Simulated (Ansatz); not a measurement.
System: CuZn (CsCl type), 2 atoms in the cell.

These are results of Ansatz, PBE, plane waves, PAW datasets (earlier set, tuned by hand), not measurements.

Cutoff 700 eV; k-mesh 8×8×8 Γ-centred; Fermi–Dirac smearing of 0.1 eV; no spin polarisation.

```
Cu Zn
1.0
     2.97000    0.00000    0.00000
     0.00000    2.97000    0.00000
     0.00000    0.00000    2.97000
Cu Zn
1 1
Direct
  0.00000 0.00000 0.00000
  0.50000 0.50000 0.50000
```

Q: Would the cell expand or shrink if it were free to relax?

A: The pressure is -0.54 GPa, so at these settings the cell is stretched and would shrink.

Q: Metal or insulator on this mesh?

A: No gap opens on the mesh: metallic.

The stress includes the program's correction for the finite plane-wave basis.

The k-mesh is modest, so these values aren't fully converged in k.
